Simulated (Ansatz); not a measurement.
**Two-dimensional strain map in TlAgTe$_{2}$**

The calculation used DFT PBEsol, scalar-relativistic, plane waves, PAW (Ansatz). Settings: plane waves to 420 eV, k-mesh 18×18×18 (Γ-centred), Gaussian smearing 0.15 eV. Spin–orbit coupling is left out, which can shift energies with elements as heavy as these. No spin polarisation. Energies are free energies at this smearing, counted from the undisturbed cell; pressure is positive in compression.

The starting cell (as given, not relaxed at this level; it stands at 0.3 GPa, and it needn't be the usual structure):

```yaml
crystal:
  lattice:
    - [-1.96000, 1.96000, 7.61000]
    - [1.96000, -1.96000, 7.61000]
    - [1.96000, 1.96000, -7.61000]
  atoms:
    - { symbol: Tl, position: [0.00000, 0.00000, 0.00000] }
    - { symbol: Ag, position: [0.75000, 0.25000, 0.50000] }
    - { symbol: Te, position: [0.36900, 0.36900, 0.00000] }
    - { symbol: Te, position: [0.63100, 0.63100, 0.00000] }
```

The cell is strained by p along both x and y and by q along z, fractional coordinates fixed. Points are written (p, q).

Energy above the undisturbed cell in meV/atom (a dash: not computed):

```csv
p \ q,-0.030,0.000,0.030
-0.030,44.3,5.3,-18.7
0.000,?,0.0,-7.1
0.030,17.4,?,26.4
```

(1) Fill in the withheld energies.

Results:

(1) (0.000, -0.030): 17.6; (0.030, 0.000): 18.4.